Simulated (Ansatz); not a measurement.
Input file for Ansatz (a program for electronic structure):

Ansatz 0.2 input:
```yaml
crystal:
  lattice:
    - [4.7404173491, 0.0, 0.0]
    - [0.0, 4.7404173491, 0.0]
    - [0.0, 0.0, 7.8191297009]
  atoms:
    - { symbol: Ba, position: [0.5, 0.0, 0.8279961952] }
    - { symbol: Ba, position: [0.0, 0.5, 0.1720038048] }
    - { symbol: H, position: [0.5, 0.5, 0.0] }
    - { symbol: H, position: [0.0, 0.0, 0.0] }
    - { symbol: I, position: [0.0, 0.5, 0.6604514338] }
    - { symbol: I, position: [0.5, 0.0, 0.3395485662] }
kpoints:
  mp_grid: { grid: [6, 6, 4] }
hamiltonian:
  xc: r2scan
  pseudopotentials: { kind: paw }
scf:
  occupations: { method: fixed }
elastic: { mode: relaxed_ion, stencil: two_point, amplitude: 0.005, f_tol: 0.0005 }
```

Output (shortened):

```
Pseudopotential: Ba, paw, valence charge 10
Pseudopotential: H, paw, valence charge 1
Pseudopotential: I, paw, valence charge 17
Functional definition: r2SCAN
Crystal: 6 atoms, lattice volume = 175.708 Å³
Basis set: ecut = 500 eV, 4501 PW (Γ), exchange–correlation on 144×144×240 points (64 copies of the dense FFT grid, shifted against one another)
Bands: 34, of which v1, the nominal top of the filled ones, is band 28 counted from 1 (27 counted from 0)
Symmetry: 16 space group operations
Space group: P4/nmm (ITA 129), of the structure as read, at distance tolerance 5.6e-5 Å
k-points: 30 of 144
SCF 1 converged in 11 iterations: F = -27025.536198 eV  dr2 = 7.11e-14
relax step   1: F+E_penalty+E_count = -27025.53619803 eV  Δ(F+E_penalty+E_count) = +0.000e0 eV  max|allowed force component| = 7.344e-4 eV/Å  Δτ_max = 0.0000 Å  (11 SCF iters, accepted)
Crystal: 6 atoms, lattice volume = 175.708 Å³
SCF 2 converged in 9 iterations: F = -27025.536198 eV  dr2 = 1.45e-14
relax step   2: F+E_penalty+E_count = -27025.53619814 eV  Δ(F+E_penalty+E_count) = -1.034e-7 eV  max|allowed force component| = 5.759e-4 eV/Å  Δτ_max = 0.0003 Å  (9 SCF iters, accepted)
Crystal: 6 atoms, lattice volume = 175.708 Å³
SCF 3 converged in 6 iterations: F = -27025.536198 eV  dr2 = 7.03e-14
relax step   3: F+E_penalty+E_count = -27025.53619821 eV  Δ(F+E_penalty+E_count) = -7.510e-8 eV  max|allowed force component| = 1.476e-4 eV/Å  Δτ_max = 0.0001 Å  (6 SCF iters, accepted)
Crystal: 6 atoms, lattice volume = 175.708 Å³
SCF 4 converged in 10 iterations: F = -27025.536198 eV  dr2 = 7.44e-17
Crystal: 6 atoms, lattice volume = 175.708 Å³
SCF 5 converged in 2 iterations: F = -27025.536198 eV  dr2 = 5.34e-17
Crystal: 6 atoms, lattice volume = 174.829 Å³
Basis set: ecut = 500 eV, 4477 PW (Γ), exchange–correlation on 144×144×240 points (64 copies of the dense FFT grid, shifted against one another)
Symmetry: 8 space group operations
k-points: 48 of 144
SCF 6 converged in 11 iterations: F = -27025.535498 eV  dr2 = 1.12e-14
relax step   1: F+E_penalty+E_count = -27025.53549838 eV  Δ(F+E_penalty+E_count) = +0.000e0 eV  max|allowed force component| = 6.078e-3 eV/Å  Δτ_max = 0.0000 Å  (11 SCF iters, accepted)
Crystal: 6 atoms, lattice volume = 174.829 Å³
SCF 7 converged in 9 iterations: F = -27025.535513 eV  dr2 = 8.80e-15
relax step   2: F+E_penalty+E_count = -27025.53551336 eV  Δ(F+E_penalty+E_count) = -1.498e-5 eV  max|allowed force component| = 2.506e-3 eV/Å  Δτ_max = 0.0015 Å  (9 SCF iters, accepted)
Crystal: 6 atoms, lattice volume = 174.829 Å³
SCF 8 converged in 8 iterations: F = -27025.535517 eV  dr2 = 9.39e-14
relax step   3: F+E_penalty+E_count = -27025.53551691 eV  Δ(F+E_penalty+E_count) = -3.549e-6 eV  max|allowed force component| = 4.897e-5 eV/Å  Δτ_max = 0.0011 Å  (8 SCF iters, accepted)
Crystal: 6 atoms, lattice volume = 174.829 Å³
SCF 9 converged in 2 iterations: F = -27025.535517 eV  dr2 = 2.83e-14
Crystal: 6 atoms, lattice volume = 176.587 Å³
Basis set: ecut = 500 eV, 4517 PW (Γ), exchange–correlation on 144×144×240 points (64 copies of the dense FFT grid, shifted against one another)
SCF 10 converged in 11 iterations: F = -27025.535463 eV  dr2 = 1.56e-14
relax step   1: F+E_penalty+E_count = -27025.53546328 eV  Δ(F+E_penalty+E_count) = +0.000e0 eV  max|allowed force component| = 6.014e-3 eV/Å  Δτ_max = 0.0000 Å  (11 SCF iters, accepted)
Crystal: 6 atoms, lattice volume = 176.587 Å³
SCF 11 converged in 9 iterations: F = -27025.535483 eV  dr2 = 2.90e-14
relax step   2: F+E_penalty+E_count = -27025.53548269 eV  Δ(F+E_penalty+E_count) = -1.942e-5 eV  max|allowed force component| = 1.677e-4 eV/Å  Δτ_max = 0.0026 Å  (9 SCF iters, accepted)
Crystal: 6 atoms, lattice volume = 176.587 Å³
SCF 12 converged in 2 iterations: F = -27025.535483 eV  dr2 = 6.20e-15
Crystal: 6 atoms, lattice volume = 174.829 Å³
Basis set: ecut = 500 eV, 4493 PW (Γ), exchange–correlation on 144×144×240 points (64 copies of the dense FFT grid, shifted against one another)
SCF 13 converged in 11 iterations: F = -27025.535813 eV  dr2 = 1.44e-14
relax step   1: F+E_penalty+E_count = -27025.53581282 eV  Δ(F+E_penalty+E_count) = +0.000e0 eV  max|allowed force component| = 1.978e-3 eV/Å  Δτ_max = 0.0000 Å  (11 SCF iters, accepted)
Crystal: 6 atoms, lattice volume = 174.829 Å³
SCF 14 converged in 8 iterations: F = -27025.535815 eV  dr2 = 1.92e-14
relax step   2: F+E_penalty+E_count = -27025.53581515 eV  Δ(F+E_penalty+E_count) = -2.329e-6 eV  max|allowed force component| = 9.644e-4 eV/Å  Δτ_max = 0.0005 Å  (8 SCF iters, accepted)
Crystal: 6 atoms, lattice volume = 174.829 Å³
SCF 15 converged in 8 iterations: F = -27025.535816 eV  dr2 = 1.33e-14
relax step   3: F+E_penalty+E_count = -27025.53581565 eV  Δ(F+E_penalty+E_count) = -4.943e-7 eV  max|allowed force component| = 6.152e-6 eV/Å  Δτ_max = 0.0004 Å  (8 SCF iters, accepted)
Crystal: 6 atoms, lattice volume = 174.829 Å³
SCF 16 converged in 2 iterations: F = -27025.535816 eV  dr2 = 4.16e-15
Crystal: 6 atoms, lattice volume = 176.587 Å³
Basis set: ecut = 500 eV, 4533 PW (Γ), exchange–correlation on 144×144×240 points (64 copies of the dense FFT grid, shifted against one another)
SCF 17 converged in 11 iterations: F = -27025.535771 eV  dr2 = 1.77e-14
relax step   1: F+E_penalty+E_count = -27025.53577116 eV  Δ(F+E_penalty+E_count) = +0.000e0 eV  max|allowed force component| = 2.559e-3 eV/Å  Δτ_max = 0.0000 Å  (11 SCF iters, accepted)
Crystal: 6 atoms, lattice volume = 176.587 Å³
SCF 18 converged in 9 iterations: F = -27025.535777 eV  dr2 = 4.72e-15
relax step   2: F+E_penalty+E_count = -27025.53577682 eV  Δ(F+E_penalty+E_count) = -5.665e-6 eV  max|allowed force component| = 2.551e-4 eV/Å  Δτ_max = 0.0012 Å  (9 SCF iters, accepted)
Crystal: 6 atoms, lattice volume = 176.587 Å³
SCF 19 converged in 2 iterations: F = -27025.535777 eV  dr2 = 1.43e-15
Crystal: 6 atoms, lattice volume = 175.707 Å³
Basis set: ecut = 500 eV, 4509 PW (Γ), exchange–correlation on 144×144×240 points (64 copies of the dense FFT grid, shifted against one another)
Symmetry: 4 space group operations
k-points: 56 of 144
SCF 20 converged in 10 iterations: F = -27025.535882 eV  dr2 = 8.53e-14
relax step   1: F+E_penalty+E_count = -27025.53588225 eV  Δ(F+E_penalty+E_count) = +0.000e0 eV  max|allowed force component| = 8.487e-3 eV/Å  Δτ_max = 0.0000 Å  (10 SCF iters, accepted)
Crystal: 6 atoms, lattice volume = 175.707 Å³
SCF 21 converged in 9 iterations: F = -27025.535939 eV  dr2 = 2.10e-14
relax step   2: F+E_penalty+E_count = -27025.53593875 eV  Δ(F+E_penalty+E_count) = -5.649e-5 eV  max|allowed force component| = 3.247e-3 eV/Å  Δτ_max = 0.0042 Å  (9 SCF iters, accepted)
Crystal: 6 atoms, lattice volume = 175.707 Å³
SCF 22 converged in 8 iterations: F = -27025.535945 eV  dr2 = 3.87e-14
relax step   3: F+E_penalty+E_count = -27025.53594533 eV  Δ(F+E_penalty+E_count) = -6.583e-6 eV  max|allowed force component| = 1.443e-3 eV/Å  Δτ_max = 0.0011 Å  (8 SCF iters, accepted)
Crystal: 6 atoms, lattice volume = 175.707 Å³
SCF 23 converged in 8 iterations: F = -27025.535946 eV  dr2 = 1.75e-14
relax step   4: F+E_penalty+E_count = -27025.53594573 eV  Δ(F+E_penalty+E_count) = -4.053e-7 eV  max|allowed force component| = 1.779e-3 eV/Å  Δτ_max = 0.0009 Å  (8 SCF iters, accepted)
Crystal: 6 atoms, lattice volume = 175.707 Å³
SCF 24 converged in 7 iterations: F = -27025.535947 eV  dr2 = 4.60e-14
relax step   5: F+E_penalty+E_count = -27025.53594663 eV  Δ(F+E_penalty+E_count) = -9.000e-7 eV  max|allowed force component| = 3.464e-5 eV/Å  Δτ_max = 0.0004 Å  (7 SCF iters, accepted)
Crystal: 6 atoms, lattice volume = 175.707 Å³
SCF 25 converged in 2 iterations: F = -27025.535947 eV  dr2 = 1.13e-14
Crystal: 6 atoms, lattice volume = 175.707 Å³
SCF 26 converged in 10 iterations: F = -27025.535882 eV  dr2 = 7.69e-14
relax step   1: F+E_penalty+E_count = -27025.53588225 eV  Δ(F+E_penalty+E_count) = +0.000e0 eV  max|allowed force component| = 8.487e-3 eV/Å  Δτ_max = 0.0000 Å  (10 SCF iters, accepted)
Crystal: 6 atoms, lattice volume = 175.707 Å³
SCF 27 converged in 9 iterations: F = -27025.535946 eV  dr2 = 4.10e-14
relax step   2: F+E_penalty+E_count = -27025.53594603 eV  Δ(F+E_penalty+E_count) = -6.378e-5 eV  max|allowed force component| = 8.183e-4 eV/Å  Δτ_max = 0.0040 Å  (9 SCF iters, accepted)
Crystal: 6 atoms, lattice volume = 175.707 Å³
SCF 28 converged in 8 iterations: F = -27025.535947 eV  dr2 = 7.37e-15
relax step   3: F+E_penalty+E_count = -27025.53594659 eV  Δ(F+E_penalty+E_count) = -5.580e-7 eV  max|allowed force component| = 2.914e-4 eV/Å  Δτ_max = 0.0004 Å  (8 SCF iters, accepted)
Crystal: 6 atoms, lattice volume = 175.707 Å³
SCF 29 converged in 2 iterations: F = -27025.535947 eV  dr2 = 2.74e-15
Crystal: 6 atoms, lattice volume = 175.707 Å³
k-points: 39 of 144
SCF 30 converged in 11 iterations: F = -27025.535888 eV  dr2 = 6.30e-15
relax step   1: F+E_penalty+E_count = -27025.53588816 eV  Δ(F+E_penalty+E_count) = +0.000e0 eV  max|allowed force component| = 3.550e-4 eV/Å  Δτ_max = 0.0000 Å  (11 SCF iters, accepted)
Crystal: 6 atoms, lattice volume = 175.707 Å³
SCF 31 converged in 2 iterations: F = -27025.535888 eV  dr2 = 2.27e-15
Crystal: 6 atoms, lattice volume = 175.707 Å³
SCF 32 converged in 11 iterations: F = -27025.535888 eV  dr2 = 6.07e-15
relax step   1: F+E_penalty+E_count = -27025.53588816 eV  Δ(F+E_penalty+E_count) = +0.000e0 eV  max|allowed force component| = 3.550e-4 eV/Å  Δτ_max = 0.0000 Å  (11 SCF iters, accepted)
Crystal: 6 atoms, lattice volume = 175.707 Å³
SCF 33 converged in 2 iterations: F = -27025.535888 eV  dr2 = 2.12e-15
SCF converged after 2 iterations
Stability not checked: this state was not tested for a lower state beside it, because too few of the mixer's solves of this state at the end of the SCF gave a …
Free energy (F): -27025.536198 eV
Harris-Foulkes:  -27025.536198 eV  (|F-HF|=7.28e-12)
Internal energy: -27025.536198 eV  (E = F + TS)
E sigma→0 (E₀):  -27025.536198 eV
Fermi energy:    5.932945 eV
--- Per-component energies (eV) ---
  E_band       = -896.928964
  E_kinetic    = 741.162757
  E_local      = -4796.806703  (includes V_loc(G=0)·N_el)
  E_nonlocal   = -66.466173
  E_hartree    = 2361.936553
  E_xc         = -575.724113
  E_vxc        = -600.833642  (∫ρ·V_xc dr)
  E_paw        = -20182.733722  (= ΣΔE_a)
  E_vpaw       = -929.239052  (= ΣTr[D̂ρ^β])
  E_aug_tail   = -0.000938  (compensation charges beyond the density's cutoff)
  E_vtau       = 31.381682  (kinetic-family band-sum trace: ∫τ·v_τ [+ j·A + Jᵃ·Aᵃ] dr)
  E_ewald      = -4507.190797
  E_core_change = 0.286938  (= ΣΔE_core)
  E_smearing   =  0.000000  (= −TS)
  E_closure    = 0.000000  (closes the sum)
  Σ components = -27025.536198   (vs F -27025.536198, Δ=0.00e0)
--- Forces (eV/Å), atoms counted from 1 ---
  atom   1  Ba     0.00000000     0.00000000     0.00014769
  atom   2  Ba     0.00000000     0.00000000    -0.00014769
  atom   3  H      0.00000000     0.00000000     0.00000000
  atom   4  H      0.00000000     0.00000000     0.00000000
  atom   5  I      0.00000000     0.00000000     0.00009186
  atom   6  I      0.00000000     0.00000000    -0.00009186
  max |Σ_I F_I| component: 6.51e-19 eV/Å
--- Stress (GPa, compression-positive) ---
       -0.004913       0.000000       0.000000
        0.000000      -0.004913       0.000000
        0.000000       0.000000      -0.004985
  P = ⅓ Tr σ = -0.0049 GPa (-0.049 kbar)
--- Band table (eV; the first three rows and the last of 30) ---
  k-point 0: bands = ["-38.9568", "-38.9564", "-38.9552", "-38.9550", "-38.9534", "-38.9534", "-38.9529", "-38.9529", "-38.9521", "-38.9520", "-21.4593", "-21.4098", "-6.7663", "-6.3995", "-6.2552", "-6.2552", "-6.0934", "-6.0934", "-6.0263", "-5.7142", …
  k-point 1: bands = ["-38.9568", "-38.9563", "-38.9552", "-38.9550", "-38.9534", "-38.9534", "-38.9529", "-38.9529", "-38.9521", "-38.9520", "-21.4589", "-21.4102", "-6.8111", "-6.4223", "-6.2529", "-6.2529", "-6.0958", "-6.0958", "-5.9907", "-5.6552", …
  k-point 2: bands = ["-38.9568", "-38.9563", "-38.9552", "-38.9550", "-38.9534", "-38.9534", "-38.9529", "-38.9529", "-38.9521", "-38.9520", "-21.4585", "-21.4106", "-6.8493", "-6.4493", "-6.2505", "-6.2505", "-6.0982", "-6.0982", "-5.9492", "-5.6042", …
  k-point 29: bands = ["-38.9566", "-38.9566", "-38.9550", "-38.9550", "-38.9535", "-38.9535", "-38.9529", "-38.9529", "-38.9519", "-38.9519", "-21.4179", "-21.4179", "-6.5043", "-6.5043", "-6.4314", "-6.4314", "-6.2086", "-6.2086", "-5.8541", "-5.8541", …
--- Elastic constants: 4 strain directions × 2 members + reference (group order 16) ---
  dense FFT box of the reference and of every strained cell: 36×36×60
  strains applied: 11, 33, 23, 12; error gains …
  reference relaxed by the batch: 3 steps …
  largest displacement 2.1e-4 Å; the constants are those of the deck's cell at these positions:
  atoms:
    - { symbol: Ba, position: [0.49999999999999994, 0.0, 0.8279888777111185] }
    - { symbol: Ba, position: [0.0, 0.49999999999999994, 0.17201112228888127] }
    - { symbol: H, position: [0.49999999999999994, 0.49999999999999994, 0.0] }
    - { symbol: H, position: [0.0, 0.0, 0.0] }
    - { symbol: I, position: [0.0, 0.49999999999999994, 0.6604778028006116] }
    - { symbol: I, position: [0.49999999999999994, 0.0, 0.3395221971993883] }
  C = ∂σ_k/∂η_j (tension-positive GPa; Voigt order 11 22 33 23 13 12):
        51.123     20.117     18.969      0.000      0.000      0.000
        20.117     51.123     18.969      0.000      0.000      0.000
        18.973     18.973     29.356      0.000      0.000      0.000
         0.000      0.000      0.000     18.480      0.000      0.000
         0.000      0.000      0.000      0.000     18.480      0.000
         0.000      0.000      0.000      0.000      0.000     22.578
  reference stress σ⁰ (GPa):      0.005      0.005      0.005      0.000      0.000      0.000
  moduli (Voigt/Reuss/Hill, GPa): K = 27.52/25.37/26.45   G = 16.81/14.82/15.81   E = 39.56   ν = 0.251
  mechanically stable: yes (min eigenvalue of sym C = 16.26 GPa)
  strain η (Voigt 11):  stress-route row diagonal C_11 = 51.12 GPa, energy-path curvature d²(F+E_count+ΔE)/dδ²/Ω₀ = 51.12 GPa
         δ    σ_11 (GPa)             F (eV)   n_scf  n_hpsi   n_pw
    -5.000e-3      -0.2550      -27025.5355169       2   13999   4477   relax 3 steps, max|allowed force component| 4.90e-5 eV/Å
     5.000e-3       0.2562      -27025.5354827       2   13943   4520   relax 2 steps, max|allowed force component| 1.68e-4 eV/Å
  strain η (Voigt 33):  stress-route row diagonal C_33 = 29.36 GPa, energy-path curvature d²(F+E_count+ΔE)/dδ²/Ω₀ = 29.35 GPa
         δ    σ_33 (GPa)             F (eV)   n_scf  n_hpsi   n_pw
    -5.000e-3      -0.1465      -27025.5358156       2    8725   4493   relax 3 steps, max|allowed force component| 6.15e-6 eV/Å
     5.000e-3       0.1470      -27025.5357768       2    8696   4533   relax 2 steps, max|allowed force component| 2.55e-4 eV/Å
  strain η (Voigt 23):  stress-route row diagonal C_44 = 18.48 GPa, energy-path curvature d²(F+E_count+ΔE)/dδ²/Ω₀ = 18.48 GPa
         δ    σ_23 (GPa)             F (eV)   n_scf  n_hpsi   n_pw
    -5.000e-3      -0.0924      -27025.5359466       2   16422   4509   relax 5 steps, max|allowed force component| 3.46e-5 eV/Å
     5.000e-3       0.0924      -27025.5359466       2   16401   4509   relax 3 steps, max|allowed force component| 2.91e-4 eV/Å
  strain η (Voigt 12):  stress-route row diagonal C_66 = 22.58 GPa, energy-path curvature d²(F+E_count+ΔE)/dδ²/Ω₀ = 22.58 GPa
         δ    σ_12 (GPa)             F (eV)   n_scf  n_hpsi   n_pw
    -5.000e-3      -0.1129      -27025.5358882       2   11392   4500   relax 1 steps, max|allowed force component| 3.55e-4 eV/Å
     5.000e-3       0.1129      -27025.5358882       2   11432   4500   relax 1 steps, max|allowed force component| 3.55e-4 eV/Å
```

Cost: very roughly 15 core-minutes on shared cores.

The workflow started from a Materials Project entry (that database holds measured and hypothetical structures alike); the Crystallography Open Database files this formula in space group No. 129, but the cells were not matched. Its standing as an ambient phase is unchecked. The r²SCAN relaxation kept the symmetry of its start; of distortions, only those at the zone centre were tested. Spin–orbit coupling is left out wherever it is not named.

Potentials: the later of the program's two PAW sets.

Ansatz is a plane-wave DFT program.
